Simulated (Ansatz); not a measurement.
ScAl3 (Cu3Au type, Pm-3m) under volume change, the program Ansatz at the LDA level (PAW), scaled uniformly.

```
V (Å³/atom)  E − E(relaxed) (meV/atom)  P (GPa)
-----------  -------------------------  -------
14.902                             [?]      [?]
15.394                             [?]      [?]
15.885                             4.7     3.13
16.376                             0.0     0.00
16.868                             4.2    -2.68
17.359                            16.1    -4.98
17.850                            34.4    -6.93
```

### Question
What belongs in the gaps?

### Answer

- 14.902, E − E(relaxed) (meV/atom): 46.9
- 14.902, P (GPa): 11.02
- 15.394, E − E(relaxed) (meV/atom): 19.7
- 15.394, P (GPa): 6.78

### Question
What does a third-order Birch–Murnaghan fit give for V₀, B₀ and B′?

### Answer
V₀ = 16.38 Å³/atom, B₀ = 96.2 GPa, B′ = 4.1.

Symmetry was held in the LDA relaxation. The run is not spin-polarised.

Potentials: the earlier of the program's two PAW sets. The files were generated under PBE; for other functionals the program regenerates the frozen cores, and for LDA and PBEsol the local potential too.
